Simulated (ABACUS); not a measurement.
Worked example: self-consistent single point of Ti (P2/m, 3 atoms in the cell; from Materials Project mp-72, changed as shown) in ABACUS.

Level of theory: ABACUS 3.10.1 with PBEsol, numerical atomic orbitals DZP (confined pseudo-atomic orbitals with Gaussian additions; energy shift 0.003 Ry), PseudoDojo 0.4 standard norm-conserving PBEsol (tails mended) pseudopotentials.

The change in words: lattice vector a scaled by 1.02. Reference geometry (P6/mmm):
```yaml
crystal:
  lattice:
    - [4.56737, 0.00000, 0.00000]
    - [-2.28369, 3.95546, 0.00000]
    - [0.00000, 0.00000, 2.82624]
  atoms:
    - { symbol: Ti, position: [0.00000, 0.00000, 0.00000] }
    - { symbol: Ti, position: [0.33333, 0.66667, 0.50000] }
    - { symbol: Ti, position: [0.66667, 0.33333, 0.50000] }
```

Reference input (self-consistent single point, DFT, PBEsol, numerical atomic orbitals DZP (confined pseudo-atomic orbitals with Gaussian additions; energy shift 0.003 Ry), PseudoDojo 0.4 standard norm-conserving PBEsol (tails mended) pseudopotentials): basis = DZP numerical atomic orbitals, energy shift 0.003 Ry; KPT = Gamma 6 6 7 0 0 0; basis_type = lcao; ecutwfc = 100 Ry; smearing_method = mp; smearing_sigma = 0.0146997 Ry; potentials = PseudoDojo 0.4 standard norm-conserving PBEsol (tails mended); symmetry = 1; ks_solver = genelpa; scf_nmax = 100; scf_thr = 1.0e-07; mixing_type = broyden. This run's input differs from it in these lines:

```diff
@@ -27,8 +27,8 @@
 LATTICE_CONSTANT
-8.631078
+8.803699
 
 LATTICE_VECTORS
-   1.0000000475    0.0000000000    0.0000000000
-  -0.5000000237    0.8660253467    0.0000000000
-   0.0000000000    0.0000000000    0.6187893983
+   1.0000000252    0.0000000000    0.0000000000
+  -0.4901961329    0.8490445116    0.0000000000
+   0.0000000000    0.0000000000    0.6066563115
```

Output, abridged:

```
 SELF-CONSISTENT
 -------------------------------------------

                  longest orb rcut (Bohr) = 9.2
   longest nonlocal projector rcut (Bohr) = 1.7
                     search radius (Bohr) = 21.8

                          real space grid = [ 60, 60, 36 ]
                                 init_chg = atomic

 LCAO ALGORITHM --------------- ION=   1  ELEC=   1--------------------------------

 Density error is 0.0505832351536
 E_KohnSham     -355.7692087867      -4840.4884124510
 E_Fermi        1.0067230440         13.6971697067

 LCAO ALGORITHM --------------- ION=   1  ELEC=   2--------------------------------

   [... lines left out ...]

   [... 8 blocks of this kind left out ...]

 LCAO ALGORITHM --------------- ION=   1  ELEC=  11--------------------------------

 Density error is 6.70621845792e-07
 E_KohnSham     -355.7868289177      -4840.7281466321
 E_Fermi        0.9699730207         13.1971599875

 LCAO ALGORITHM --------------- ION=   1  ELEC=  12--------------------------------

 Density error is 9.06775556356e-08
 E_KohnSham     -355.7868289176      -4840.7281466308
 E_KS(sigma->0) -355.7870865253      -4840.7316515634
 E_entropy(-TS) 0.0007728231         0.0105147979
 E_Fermi        0.9699730085         13.1971598212
 charge density convergence is achieved
 final etot is -4840.7281466 eV
 EFERMI = 13.197159821 eV

 STATE ENERGY(eV) AND OCCUPATIONS    NSPIN == 1
   [... 25 lines left out ...]

 TOTAL-FORCE (eV/Angstrom)
                       Ti1         0.0000000000         0.0000000000         0.0000000000
                       Ti2         0.0013813833         0.0143782910         0.0000000000
                       Ti3        -0.0013813833        -0.0143782910         0.0000000000

 TOTAL-STRESS (KBAR)
       -66.2352217939        -6.1686799675         0.0000000000
        -6.1686799675       -43.0122217091         0.0000000000
         0.0000000000         0.0000000000       -41.6046775971
 TOTAL-PRESSURE: -50.284040 KBAR

 --------------------------------------------
 !FINAL_ETOT_IS -4840.7281466307722440 eV
 --------------------------------------------
```

The run converged in 12 iterations. Against the reference run the free energy rises by 10.5 meV/atom and the pressure goes from -3.00 to -5.03 GPa.

The atom-centred basis is finite, which shifts total energies and pressures against plane waves. The structure comes from a collection of computed structures, made at another level of theory; the collection holds predicted forms beside known ones. No clean gap shows at this smearing width and mesh (spacing up to 0.32 Å⁻¹); the mesh is coarse for partly filled bands, so the values carry mesh errors.

Cost on one core: very roughly 2.4 core-minutes.

The atomic orbitals were generated for these runs; they are not ABACUS's published sets and were checked against plane waves on a few crystals only.

“Tails mended”: in these copies of the files the far tail of each local potential was reset to the Coulomb form.
